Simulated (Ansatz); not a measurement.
The relaxed structure here is a generated cell of AlN: the first start was made by placing the elements on the sites of a structure type, and the end was not matched to a known phase here, so it may be hypothetical. Known forms of AlN include space group No. 186, 216.

A structure of AlN relaxed with PBEsol (plane waves to 420 eV, PAW, scalar-relativistic; Ansatz, a first-principles code); single points at other levels follow on the same geometry (Ansatz, PAW; HSE06 at 420 eV on a 8×8×4 k-mesh; no spin-orbit coupling). Space group Cmc2₁ (No. 36).

Space group Cmc2₁ (No. 36); a = 2.754 Å, b = 5.436 Å, c = 4.863 Å, α = 90.00°, β = 90.00°, γ = 90.00°

```tsv
atom	site	symmetry	x	y	z
Al	4a	m..	0.0000	0.5860	0.4844
N	4a	m..	0.0000	0.1137	0.7758
```
(The calculation used a cell of 4 atoms; values per cell refer to that cell.)

| level | gap (eV) | kind | conduction minimum |
|---|---|---|---|
| PBEsol | 3.82 | indirect | 38 % of the way from S to R |
| HSE06 | 5.21 | – | k = (-0.5, 0, -0.1875) |

HSE06 gaps come from a coarse mesh plus a few chosen points, so they may be too large. No spin polarisation in the result.

It was reached from a disturbed copy of a Pm-3m (No. 221) cell (CsCl type), against which it lies -1.38 eV/atom.
